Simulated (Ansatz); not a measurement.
The relaxed structure here is a generated cell of Sb: the first start was made by placing the elements on the sites of a structure type, and the end was not matched to a known phase here, so it may be hypothetical. Known forms of Sb include space group No. 166.

A relaxed cell of Sb (Pm-3m (No. 221)), relaxed on a k-mesh at least as fine as the one used below. Method: r2SCAN (plane waves to 500 eV, PAW, scalar-relativistic; Ansatz, an electronic-structure program). Γ-centred k-mesh 11×11×11 on the run's cell (coarser than for final values), Fermi–Dirac smearing 0.05 eV.

```
CELL_PARAMETERS angstrom
      6.16880     0.00000     0.00000
      3.08440     3.08440     0.00000
      3.08440     0.00000     3.08440
ATOMIC_POSITIONS crystal
  Sb 0.00000 0.00000 0.00000
  Sb 0.50000 0.00000 0.00000
```

The atoms are displaced along an unstable phonon of this cell by (Å):

| atom | ux | uy | uz |
|---|---|---|---|
| Sb1 | 0.000 | 0.000 | -0.150 |
| Sb2 | 0.000 | 0.000 | 0.150 |

Question: What forces (eV/Å) and pressure result?

Answer: 
```
atom    Fx    Fy     Fz
----  ----  ----  -----
Sb1   0.00  0.00   0.29
Sb2   0.00  0.00  -0.29
```

Pressure +2.4 GPa.

The undisplaced cell is probably no minimum: from this displacement the run went on to I4/mmm (No. 139), 0.04 eV/atom below it.

No spin polarisation in the result. The relaxed primitive cell holds an odd number of electrons. A magnetic state may lie lower.
